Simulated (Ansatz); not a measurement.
How the vibrations of TiAl change with volume

The calculation used Ansatz, DFT LDA, scalar-relativistic, plane waves, PAW. Settings: 420 eV plane-wave cutoff, Γ-centred 14×14×10 mesh, Fermi-Dirac smearing of 0.15 eV. No spin polarisation. Phonons by linear response, acoustic sum rule imposed.

Equilibrium structure at this level:
```
Ti Al
1.0
     2.76656    0.00000    0.00000
     0.00000    2.76656    0.00000
     0.00000    0.00000    4.00616
Ti Al
1 1
Direct
  0.00000 0.00000 0.00000
  0.50000 0.50000 0.50000
```

In a metal, frequencies depend on the k mesh and the smearing, soft modes most.

Cells at 0.98 and 1.02 times the equilibrium volume were relaxed in shape and atoms; γ = −d ln ν / d ln V, modes matched by rank.

(1) Give the optical frequencies at Γ (cm⁻¹) at the three volumes and the mode Grüneisen parameters.

(2) What pressures hold the two strained cells, and what bulk modulus follows?

Results:

(1)
| 0.98 V | V | 1.02 V | γ | degeneracy |
| --- | --- | --- | --- | --- |
| 280 | 272 | 264 | 1.45 | 2 |
| 331 | 318 | 306 | 1.91 | 1 |

(2) 2.65 GPa at 0.98 V and -2.40 GPa at 1.02 V, so B = −dP/d ln V ≈ 126 GPa.

Cost: 6 runs of about 3.6 core-minutes in all, on Intel Xeon Platinum 8259CL (Skylake/Cascade Lake) (shared hosts).